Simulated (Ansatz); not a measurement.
Re in space group P-6m2 (No. 187; Re on 2g, Re on 2h, Re on 1a, Re on 1f) at seven volumes, r²SCAN in the plane-wave PAW code Ansatz, shape and atoms relaxed at each. One row is withheld.

```csv
V (Å³/atom),P (GPa)
13.372,44.86
13.813,?
14.254,12.62
14.695,-0.01
15.136,-10.75
15.577,-19.89
16.017,-27.64
```

Problem. Fit the shown pressures and predict the withheld one.

Solution. Third-order Birch–Murnaghan: P = (3/2)B₀(x^(7/2) − x^(5/2))[1 + (3/4)(B′ − 4)(x − 1)] with x = (V₀/V)^(2/3). Least squares on the six rows gives V₀ = 14.695 Å³/atom, B₀ = 387.1 GPa, B′ = 4.36. At V = 13.813, x = 1.0421 and P = 27.43 GPa. The run itself gave 27.45 GPa.

The start of the workflow was typed in or built on a structure type; neither database checked (COD, Materials Project) lists it. It is not the phase usual at ambient conditions (space group No. 194). The r²SCAN relaxation kept the symmetry of its start; its stability against distortions is not shown here. The run is not spin-polarised. Spin–orbit coupling is left out wherever it is not named.

Potentials: the later of the program's two PAW sets.
